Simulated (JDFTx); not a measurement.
An input for JDFTx (a modified build) (Al(110), linear PCM (GLSSA13), water, 0.5 M KCl; bohr, hartree) and the course of its log:

```
lattice \
  5.3969723774 0.0000000000 0.0000000000 \
  0.0000000000 7.6324715365 0.0000000000 \
  0.0000000000 0.0000000000 49.1328792403
coords-type Lattice
ion Al 0.5000000000 0.5000000000 -0.1897839950 0
ion Al 0.0000000000 0.0000000000 -0.1373055190 0
ion Al 0.5000000000 0.5000000000 -0.0823833110 0
ion Al 0.0000000000 0.0000000000 -0.0274611040 0
ion Al 0.5000000000 0.5000000000 0.0274611040 0
ion Al 0.0000000000 0.0000000000 0.0823833110 0
ion Al 0.5000000000 0.5000000000 0.1373055190 0
ion Al 0.0000000000 0.0000000000 0.1897839950 0
ion-species pseudo/al_pbe_v1.upf
elec-cutoff 20 100
elec-ex-corr gga-PBE
coulomb-interaction Slab 001
coulomb-truncation-embed 0 0 0
kpoint-folding 8 6 1
elec-smearing Fermi 0.01
elec-n-bands 24
target-mu -0.176029
electronic-scf nIterations 100 energyDiffThreshold 1e-07
fluid LinearPCM
pcm-variant GLSSA13
fluid-solvent H2O
fluid-cation K+ 0.5
fluid-anion Cl- 0.5
fluid-minimize nIterations 400 knormThreshold 1e-11
wavefunction read f0.wfns
elec-initial-eigenvals f0.eigenvals
elec-initial-fillings read f0.fillings
fluid-initial-state f0.fluidState
dump-name f0_u4.$VAR
dump End State Ecomponents EigStats BandEigs Forces ElecDensity IonicPositions Fillings Kpoints Dtot FluidDebug BoundCharge FluidDensity
```

```
[one cycle in 5 is shown, and the last three; fluid-solver lines are left out]
	FillingsUpdate:  mu: -0.176029000  nElectrons: 20.645253
SCF: Cycle:  0   G: -8.652191680606650   dG: +3.900e+00   |Residual|: 1.122e-01   |deigs|: 1.701e-08
	FillingsUpdate:  mu: -0.176029000  nElectrons: 23.492326
SCF: Cycle:  5   G: -12.511662176628043   dG: +2.148e-03   |Residual|: 1.281e-02   |deigs|: 6.823e-04
	FillingsUpdate:  mu: -0.176029000  nElectrons: 23.362347
SCF: Cycle: 10   G: -12.483036917294729   dG: -6.608e-03   |Residual|: 1.609e-02   |deigs|: 1.180e-03
	FillingsUpdate:  mu: -0.176029000  nElectrons: 23.645958
SCF: Cycle: 15   G: -12.556430289853552   dG: -2.620e-02   |Residual|: 9.931e-04   |deigs|: 2.654e-03
	FillingsUpdate:  mu: -0.176029000  nElectrons: 23.653730
SCF: Cycle: 20   G: -12.556453540615792   dG: -1.574e-05   |Residual|: 1.301e-04   |deigs|: 1.317e-04
	FillingsUpdate:  mu: -0.176029000  nElectrons: 23.651531
SCF: Cycle: 25   G: -12.556455867085837   dG: -1.173e-05   |Residual|: 9.591e-05   |deigs|: 8.406e-05
	FillingsUpdate:  mu: -0.176029000  nElectrons: 23.645202
SCF: Cycle: 30   G: -12.556454876206953   dG: +3.066e-06   |Residual|: 1.161e-04   |deigs|: 3.015e-04
	FillingsUpdate:  mu: -0.176029000  nElectrons: 23.644034
SCF: Cycle: 35   G: -12.556458282372676   dG: +6.573e-08   |Residual|: 6.530e-05   |deigs|: 1.367e-05
	FillingsUpdate:  mu: -0.176029000  nElectrons: 23.642075
SCF: Cycle: 40   G: -12.556459193548783   dG: -1.485e-06   |Residual|: 8.379e-05   |deigs|: 6.379e-05
	FillingsUpdate:  mu: -0.176029000  nElectrons: 23.639629
SCF: Cycle: 45   G: -12.556457558999574   dG: +1.717e-06   |Residual|: 1.567e-04   |deigs|: 6.780e-05
	FillingsUpdate:  mu: -0.176029000  nElectrons: 23.634667
SCF: Cycle: 50   G: -12.556457751097795   dG: +9.595e-07   |Residual|: 2.039e-04   |deigs|: 6.624e-05
	FillingsUpdate:  mu: -0.176029000  nElectrons: 23.627331
SCF: Cycle: 55   G: -12.556460907983769   dG: -4.310e-07   |Residual|: 5.404e-05   |deigs|: 7.412e-05
	FillingsUpdate:  mu: -0.176029000  nElectrons: 23.623380
SCF: Cycle: 60   G: -12.556460320149439   dG: -4.408e-07   |Residual|: 7.976e-05   |deigs|: 3.719e-05
	FillingsUpdate:  mu: -0.176029000  nElectrons: 23.629732
SCF: Cycle: 65   G: -12.556459817324725   dG: +1.681e-07   |Residual|: 5.893e-05   |deigs|: 2.305e-05
	FillingsUpdate:  mu: -0.176029000  nElectrons: 23.608253
SCF: Cycle: 70   G: -12.556443766856647   dG: -2.668e-06   |Residual|: 2.906e-04   |deigs|: 3.092e-05
	FillingsUpdate:  mu: -0.176029000  nElectrons: 23.620335
SCF: Cycle: 75   G: -12.556458308998838   dG: +1.452e-06   |Residual|: 1.224e-04   |deigs|: 9.744e-05
	FillingsUpdate:  mu: -0.176029000  nElectrons: 23.618434
SCF: Cycle: 80   G: -12.556457760196491   dG: +1.744e-06   |Residual|: 1.537e-04   |deigs|: 1.953e-04
	FillingsUpdate:  mu: -0.176029000  nElectrons: 23.637320
SCF: Cycle: 85   G: -12.556458897234659   dG: -1.681e-05   |Residual|: 1.046e-04   |deigs|: 1.453e-04
	FillingsUpdate:  mu: -0.176029000  nElectrons: 23.523648
SCF: Cycle: 90   G: -12.555169944784364   dG: -7.528e-04   |Residual|: 2.264e-03   |deigs|: 2.248e-04
	FillingsUpdate:  mu: -0.176029000  nElectrons: 23.601973
SCF: Cycle: 95   G: -12.556418740570654   dG: -4.414e-05   |Residual|: 4.441e-04   |deigs|: 1.862e-04
	FillingsUpdate:  mu: -0.176029000  nElectrons: 23.634483
SCF: Cycle: 97   G: -12.556436379213157   dG: +2.301e-05   |Residual|: 3.199e-04   |deigs|: 2.162e-04
	FillingsUpdate:  mu: -0.176029000  nElectrons: 23.635365
SCF: Cycle: 98   G: -12.556414349974565   dG: +2.203e-05   |Residual|: 4.450e-04   |deigs|: 8.086e-05
	FillingsUpdate:  mu: -0.176029000  nElectrons: 23.634098
SCF: Cycle: 99   G: -12.556374549053395   dG: +3.980e-05   |Residual|: 6.182e-04   |deigs|: 8.810e-05
SCF: None of the convergence criteria satisfied after 100 iterations.
IonicMinimize: Iter:   0  G: -12.556374549053395  |grad|_K:  0.000e+00
IonicMinimize: Converged (|grad|_K<1.000000e-04).
```

This run gave no converged result. The electronic loop ended without meeting its threshold, so the last energy, electron count and forces aren't results.
